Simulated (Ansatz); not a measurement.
An ordered 4-atom cell of Ag2BrCl on the rocksalt lattice (R-3m), relaxed with r2SCAN, was run in the plane-wave code Ansatz under altered settings. All numbers are computed, without spin polarisation but where a row says otherwise.

```yaml
crystal:
  lattice:
    - [2.00768, 1.15914, 6.51735]
    - [-2.00768, 1.15914, 6.51735]
    - [0.00000, -2.31827, 6.51735]
  atoms:
    - { symbol: Cl, position: [0.00000, 0.00000, 0.00000] }
    - { symbol: Br, position: [0.50000, 0.50000, 0.50000] }
    - { symbol: Ag, position: [0.25361, 0.25361, 0.25361] }
    - { symbol: Ag, position: [0.74639, 0.74639, 0.74639] }
```

The base run's other keys:
```yaml
kpoints:
  mp_grid: { grid: [4, 4, 4] }
hamiltonian:
  xc: hse06
scf:
  occupations: { method: fixed }
  n_extra_bands: 5
```

It takes 14 iterations with 1779 plane waves at 420 eV and 13 k points, and leaves a mean stress of +1.23 GPa. The gap over this mesh is 2.143 eV. It ran on 4 threads of Arm Neoverse N1, with other jobs on the host.

Outcomes, with energy and stress as changes against the base:
```
                               setting    outcome  ΔF (meV/atom)  Δ mean stress (GPa)  gap on the mesh (eV)  iterations  wall time
                    hamiltonian.xc: hf  converged              –                 +8.1                 9.751          28       46 s
PBE hybrid, exx coeff 0.05, unscreened  converged              –                 +0.2                 1.141          12       29 s
           scf.eigensolver.kind: dense    cut off              –                    –                     –           6    2.6 min
```
A dash marks a value that wasn't obtained or can't be compared. «Cut off» means the job's short time limit, which needn't be the setting's fault. Stress is positive in compression. The base took 34 s.

- hamiltonian.xc: hf. The mean stress moves by +8.1 GPa and the gap on the mesh by +7.608 eV (to 9.751). It's another functional on the same cell, so totals aren't comparable.
- PBE hybrid, exx coeff 0.05, unscreened. That is 5 % exact exchange, at all ranges, against HSE06's 25 % screened at 0.208 1/Å. The mean stress moves by +0.2 GPa and the gap on the mesh by -1.002 eV (to 1.141). Totals of different functionals aren't comparable.
- scf.eigensolver.kind: dense. The run had no result when its short time limit came, after 6 iterations (the base needs 14). Error: SIGTERM received: cancelled by the caller after 3 completed SCF iterations

Spin-orbit coupling is left out.

The program warns that its thresholds are loose for a hybrid's stress.
